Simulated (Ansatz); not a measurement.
# SrY$_{2}$SnS$_{4}$: reading a single point

```
Sn Sr Y S
1.0
    -3.51212    3.51212    4.17614
     3.51212   -3.51212    4.17614
     3.51212    3.51212   -4.17614
Sn Sr Y S
1 1 2 4
Direct
  0.00000 0.00000 0.00000
  0.50000 0.50000 0.00000
  0.25000 0.75000 0.50000
  0.75000 0.25000 0.50000
  0.03526 0.03526 0.41320
  0.96474 0.37794 0.00000
  0.62206 0.62206 0.58680
  0.37794 0.96474 0.00000
```

Single point in Ansatz 0.2.0 with PBE, no spin polarisation. Cutoff 420 eV, PAW datasets, 7×7×7 Γ-centred k mesh, fermi-dirac filling (width 0.1 eV).

- Charges: Bader charges in e: Sr +1.43, Y +1.45, Sn +1.09, S -1.36. In the mean Y gives up most and S takes most.
- Contacts: Sn–S at 2.50 Å: least valence density 0.47 e/Å³ and ELF 0.38 there. Y–S at 2.60 Å: least valence density 0.36 e/Å³ and ELF 0.21 there. Sr–S at 3.25 Å: least valence density 0.10 e/Å³ and ELF 0.08 there. These are pseudo-fields; inside the PAW spheres they differ from the all-electron ones.
- Stress: The pressure is 7.0 GPa (compression positive), so with the atoms held at these fractions the cell would first expand; the forces are large, so a full relaxation may end otherwise. The principal stresses 3.2, 9.0, 9.0 GPa differ, so its shape would change too.
- Forces: The largest is on S5 (and as large on other atoms): 1.64 eV/Å, components (0.94, 0.94, -0.95). It makes 179° with the line to a nearest neighbour, Sn1 at 2.50 Å, pointing away from it.
- Electronic structure: It is a metal, with about 3.5 states/eV a cell as the mean within 0.25 eV of the Fermi level, mostly Y d (54 %) and Y s (13 %).

Origin: a known structure type with other elements, at an estimated volume, so it need not be a known compound. Caveats: many states at the Fermi level without spin polarisation, so a magnetic state may lie lower; atoms or cell far from equilibrium.
